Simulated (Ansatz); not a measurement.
Zincblende CdS at its r2SCAN geometry, in the PAW code Ansatz. One HSE06 run serves as the base. The settings are then varied one at a time, some on purpose to values that make no sense. Doubtful ones may also carry a cap on iterations. All numbers are computed, and spin polarisation is off unless an edit sets a moment.

Base input:
```yaml
crystal:
  lattice:
    - [0.0, 2.9392148416, 2.9392148416]
    - [2.9392148416, 0.0, 2.9392148416]
    - [2.9392148416, 2.9392148416, 0.0]
  atoms:
    - { symbol: Cd, position: [0.0, 0.0, 0.0] }
    - { symbol: S, position: [0.25, 0.25, 0.25] }
kpoints:
  mp_grid: { grid: [4, 4, 4] }
hamiltonian:
  xc: hse06
scf:
  occupations: { method: fixed }
  n_extra_bands: 4
output:
  forces: true
  stress: true
  eigenvalues: true
```

Base results:
```
Basis set: ecut = 420 eV, 965 PW (Γ)
Symmetry: 24 space group operations
Space group: F-43m (ITA 216)
k-points: 8 of 64 (time reversal used)
Exchange kernel: α = 0.2500, screened, ω = 0.2079 Å⁻¹, Wigner–Seitz truncation, v(0) = 1031.7953 eV·Å³, q-mesh 4×4×4
hybrid SCF converged: 2 outer / 10 inner (+2 warm-up)
Free energy (F): -9162.169871 eV
Fermi energy:    5.953481 eV
--- Stress (GPa, compression-positive) ---
        0.357540       0.000000       0.000000
        0.000000       0.357540       0.000000
        0.000000       0.000000       0.357540
  P = ⅓ Tr σ = 0.3575 GPa (3.575 kbar)
```
The gap over this mesh is 2.118 eV.

Run as `ansatz run input.yaml --threads 4 --pin off --max-ram 3686MiB --backend cpu --events-out ev --progress --plain --runs-dir out`.

Q: What happens with this change?
```yaml
hamiltonian:
  xc: { exchange: pbe, correlation: pbe, exx: { coeff: 0.5, omega: 0.5 } }
```

A: That is 50 % exact exchange, screened with ω = 0.5 1/Å, against HSE06's 25 % screened at 0.208 1/Å. The mean stress moves by -0.1 GPa and the gap on the mesh by +0.060 eV (to 2.179). Totals of different functionals aren't comparable.
```
Exchange kernel: α = 0.5000, screened, ω = 0.5000 Å⁻¹, Wigner–Seitz truncation, v(0) = 180.9513 eV·Å³, q-mesh 4×4×4
hybrid SCF converged: 3 outer / 12 inner (+2 warm-up)
Free energy (F): -9166.209623 eV
Fermi energy:    5.876830 eV
--- Stress (GPa, compression-positive) ---
        0.280903       0.000000       0.000000
        0.000000       0.280903       0.000000
        0.000000       0.000000       0.280903
  P = ⅓ Tr σ = 0.2809 GPa (2.809 kbar)
```

Q: The input is altered as follows. How does the run end?
```yaml
scf:
  max_iter: 3
```

A: The run did not converge. It stopped after 7 iterations; the base needs 12. Nothing that it printed is a property of the solid.
```
[warm-up without exact exchange]
SCF iter   1: HF=-9157.788570 eV  Δρ=7.07e-4  dr2=1.30e-4
SCF iter   2: HF=-9157.788853 eV  Δρ=2.90e-4  dr2=3.35e-5
SCF 1 stopped early in 2 iterations: F = -9157.788875 eV  dr2 = 3.35e-5
[exact exchange on]
SCF iter   1: HF=-9162.168418 eV  Δρ=6.76e-3  dr2=1.76e-2
SCF iter   2: HF=-9162.163611 eV  Δρ=2.45e-3  dr2=1.30e-3
SCF 2 stopped early in 2 iterations: F = -9162.163032 eV  dr2 = 1.30e-3
hybrid outer 1: dexx = +6.141e-3 eV, tail = 6.14e-3 eV
SCF iter   1: HF=-9162.169922 eV  Δρ=1.63e-3  dr2=8.50e-4
SCF iter   2: HF=-9162.169797 eV  Δρ=7.89e-4  dr2=1.32e-4
SCF iter   3: HF=-9162.169778 eV  Δρ=3.83e-4  dr2=3.19e-5
Free energy (F): -9162.163032 eV
Fermi energy:    5.957747 eV
```
```
Error: did not converge after 3 iterations: dr2 = 3.19e-5 (threshold 1.00e-7), under the density mixer `msr1`, which `scf.mixing.algorithm: auto` chose by the deck's other keys (type `scf.mixing.algorithm: msr1` to keep it); this is the SCF of exchange-loop cycle 2 […]
```

Q: These lines are set or replaced. What follows?
```yaml
hamiltonian:
  xc: { exchange: pbe, correlation: pbe, exx: { coeff: 0.75 } }
```

A: That is 75 % exact exchange, at all ranges, against HSE06's 25 % screened at 0.208 1/Å. The mean stress moves by -2.1 GPa and the gap on the mesh by +4.406 eV (to 6.525). Totals of different functionals aren't comparable.
```
hybrid SCF converged: 3 outer / 14 inner (+3 warm-up)
Free energy (F): -9169.941810 eV
Fermi energy:    3.372463 eV
--- Stress (GPa, compression-positive) ---
       -1.791015       0.000000       0.000000
        0.000000      -1.791015       0.000000
        0.000000       0.000000      -1.791015
  P = ⅓ Tr σ = -1.7910 GPa (-17.910 kbar)
--- Band table (eV; the first three rows and the last of 8) ---
  k-point 0: bands = […, -7.8709, -7.3954, -7.3954, 3.3725, 3.3725, 3.3725, 9.8974, 15.8016, 15.8016, 15.8016]
  k-point 1: bands = […, -7.5409, -7.3942, -7.3942, 0.5611, 2.9193, 2.9193, 11.7004, 15.3970, 16.3591, 16.3591]
  k-point 2: bands = […, -7.3724, -7.3724, -6.9123, -1.7379, 2.5023, 2.5023, 12.0257, 16.1601, 16.1601, 16.5626]
  k-point 7: bands = […, -7.4482, -7.3875, -6.6195, -1.0170, 0.7154, 0.8324, 14.0030, 15.1942, 16.5136, 16.8394]
```

Q: Predict the outcome of this edit.
```yaml
hamiltonian:
  xc: lc_wpbe
```

A: The mean stress moves by -2.6 GPa and the gap on the mesh by +4.906 eV (to 7.025). It's another functional on the same cell, so totals aren't comparable.
```
Exchange kernel: α = 0.0000 at short range, 1.0000 at long range (ω = 0.7559 Å⁻¹), several ranges, Wigner–Seitz truncation, v(0) = 7527.2658 eV·Å³, q-mesh 4×4×4
hybrid SCF converged: 3 outer / 12 inner (+2 warm-up)
Free energy (F): -9157.819070 eV
Fermi energy:    3.259709 eV
--- Stress (GPa, compression-positive) ---
       -2.246603       0.000000       0.000000
        0.000000      -2.246603       0.000000
        0.000000       0.000000      -2.246603
  P = ⅓ Tr σ = -2.2466 GPa (-22.466 kbar)
```

Q: What happens with this change?
```yaml
hamiltonian:
  xc: { exchange: pbe, correlation: pbe, exx: { coeff: 0.05, omega: 0.3 } }
```

A: That is 5 % exact exchange, screened with ω = 0.3 1/Å, against HSE06's 25 % screened at 0.208 1/Å. The mean stress moves by +1.0 GPa and the gap on the mesh by -0.874 eV (to 1.245). Totals of different functionals aren't comparable.
```
Exchange kernel: α = 0.0500, screened, ω = 0.3000 Å⁻¹, Wigner–Seitz truncation, v(0) = 502.4988 eV·Å³, q-mesh 4×4×4
hybrid SCF converged: 2 outer / 7 inner (+2 warm-up)
Free energy (F): -9158.645047 eV
Fermi energy:    6.503109 eV
--- Stress (GPa, compression-positive) ---
        1.309194       0.000000       0.000000
        0.000000       1.309194       0.000000
        0.000000       0.000000       1.309194
  P = ⅓ Tr σ = 1.3092 GPa (13.092 kbar)
--- Band table (eV; the first three rows and the last of 8) ---
  k-point 0: bands = […, -1.3773, -0.9297, -0.9297, 6.5031, 6.5031, 6.5031, 7.7480, 13.2059, 13.2059, 13.2059]
  k-point 1: bands = […, -1.1312, -0.9257, -0.9257, 4.0432, 6.1193, 6.1193, 9.3907, 12.9232, 13.7010, 13.7010]
  k-point 2: bands = […, -0.8951, -0.8951, -0.5607, 2.1944, 5.7755, 5.7755, 9.6418, 13.6653, 13.6653, 14.0784]
  k-point 7: bands = […, -0.9672, -0.9209, -0.3233, 2.6762, 4.3186, 4.3653, 12.0337, 12.0797, 13.8590, 14.6972]
```

Q: What happens with this change?
```yaml
scf:
  convergence: { dr2_threshold: 0.0001 }
  max_iter: 85
```

A: It converges in 12 iterations, as the base does. Even so loose a threshold leaves the results unchanged here, which can't be counted on.
```
Warning: scf.convergence.dr2_threshold = 1e-4 eV is looser than this run's default, which is 1e-7 eV or tighter. The error in the forces grows as the threshold's square root, so leave the key out unless less accurate forces are enough
```

The runs are scalar-relativistic, without spin-orbit coupling.

The meshes of the hybrids are coarse, so their gaps aren't converged to the digits shown.
